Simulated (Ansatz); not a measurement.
Input file of a DFT run on P with Ansatz:

```yaml
crystal:
  lattice:
    - [1.6568, -5.239, 0.0]
    - [1.6568, 5.239, 0.0]
    - [0.0, 0.0, 4.3763]
  atoms:
    - { symbol: P, position: [0.39832, 0.60168, 0.58056] }
    - { symbol: P, position: [0.60168, 0.39832, 0.41944] }
    - { symbol: P, position: [0.89832, 0.10168, 0.91944] }
    - { symbol: P, position: [0.10168, 0.89832, 0.08056] }
basis:
  ecutwfc: 420
  ecutrho_ratio: 4
kpoints:
  mp_grid: { grid: [14, 14, 10] }
hamiltonian:
  xc: pbe
scf:
  occupations: { method: gaussian, width: 0.05 }
output:
  forces: true
  stress: true
  eigenvalues: true
relax:
  f_tol: 0.01
  max_steps: 60
  cell: { stress_tol: 0.04 }
```

**Question.** What will the run give?

**Answer.** Final volume 21.31 Å³/atom, energy lowered by 10.7 meV/atom, pressure 0.0 GPa, gap on the mesh 0.13 eV (close to the smearing width) (PBE, scalar-relativistic).

The output:

```
Pseudopotentials: kind: paw
Pseudopotential: P, paw, valence charge 5, recommended cutoff 420 eV (normal), P.paw.azcp
Crystal: 4 atoms, lattice volume = 75.972 Å³
Basis set: ecut = 420 eV, 1491 PW (Γ), exchange–correlation on 80×80×60 points (8 copies of the dense FFT grid, shifted against one another)
Bands: 14, of which v1, the nominal top of the filled ones, is band 10 counted from 1 (9 counted from 0)
Symmetry: 8 space group operations
Space group: Cmce (ITA 64), of the structure as read, at distance tolerance 4.2e-5 Å
k-points: 342 of 1960
Initial density: superposition of atomic densities (neutral atoms: chi_scale 0, normalization atom), corrected by the library's trained network
Initial wavefunctions: pseudopotential atomic-orbital guess
Functional: x = pbe(κ = 0.804, μ = 0.21951), c = pbe(β = 0.06672)
```

SCF trace (energy estimate counted from the last row; the run made several SCF loops, for ionic steps, more bands or searches for a lower state, numbered loop.iteration):
```
iteration  ΔE (eV)  density residual (eV)
      1.1    0.042                1.98e-3
      1.2    0.043                6.08e-4
      1.3    0.043                5.00e-5
      1.4    0.043                9.40e-6
      1.5    0.043                2.01e-7
      1.6    0.043                1.38e-8
      2.1    0.010                1.48e-2
      2.2    0.010                5.42e-3
      2.3    0.010                2.80e-4
      2.4    0.010                3.12e-5
      2.5    0.010                7.70e-6
      2.6    0.010                4.59e-7
      2.7    0.010                1.83e-8
        …        …                      …
     11.5    0.000               4.02e-12
     11.6    0.000               8.19e-13
     11.7    0.000               1.52e-14
     11.8    0.000               2.12e-15
```

```
SCF converged after 8 iterations
Free energy (F): -3022.697972 eV
E sigma→0 (E₀):  -3022.697969 eV
Entropy (-TS):   -0.000006 eV (-0.001 meV/atom)
Fermi energy:    6.333623 eV
--- Forces (eV/Å), atoms counted from 1 ---
  atom   1  P      0.00000000    -0.00054719    -0.00318376
  atom   2  P      0.00000000     0.00054719     0.00318376
  atom   3  P      0.00000000    -0.00054719     0.00318376
  atom   4  P      0.00000000     0.00054719    -0.00318376
--- Stress (GPa, compression-positive) ---
        0.007073       0.000000       0.000000
        0.000000       0.009196       0.000000
        0.000000       0.000000       0.008740
  P = ⅓ Tr σ = 0.0083 GPa (0.083 kbar)
--- Band table (eV; the first three rows and the last of 342) ---
  k-point 0: bands = ["-9.2216", "-6.5741", "-3.3302", "-0.1991", "1.3054", "1.5293", "2.4668", "3.6538", "3.9653", "5.2790", "6.9944", "7.4755", "8.3450", "9.1603"]
  k-point 1: bands = ["-9.1711", "-6.6513", "-3.3381", "-0.3291", "1.1976", "1.7376", "2.5045", "3.9381", "3.9753", "4.8905", "7.3393", "7.5932", "8.2559", "9.1026"]
  k-point 2: bands = ["-9.0215", "-6.8776", "-3.3122", "-0.7398", "1.1474", "2.2983", "2.6149", "3.8531", "4.1725", "4.6476", "7.6056", "7.9995", "8.2537", "8.9884"]
  k-point 341: bands = ["-8.0198", "-8.0198", "-2.8450", "-2.8450", "3.2400", "3.2400", "3.4909", "3.4909", "4.4784", "4.4784", "7.8072", "7.8072", "8.8317", "8.8317"]
--- Relaxed structure (9 steps of the walk, 8 accepted, 2 SCFs on fresh bases) ---
  F+E_penalty+E_count = -3022.69797224 eV   max|allowed force component| = 3.184e-3 eV/Å   (the final SCF, on the basis selected at the relaxed cell)
  cell:  # Å, volume = 85.2578 Å³
    - [1.65454, -5.64463, 0.00000]
    - [1.65454, 5.64463, 0.00000]
    - [0.00000, 0.00000, 4.56448]
  atoms:
    - { symbol: P, position: [0.40599, 0.59401, 0.58657] }
    - { symbol: P, position: [0.59401, 0.40599, 0.41343] }
    - { symbol: P, position: [0.90599, 0.09401, 0.91343] }
    - { symbol: P, position: [0.09401, 0.90599, 0.08657] }
```

A gap on the mesh alone may be smaller, or close, between its points. The structure is built of weakly bound layers, and this functional has no dispersion term, so their spacing and all that hangs on it (volume, the soft elastic constants, low modes, dielectric constants) are poorly given.
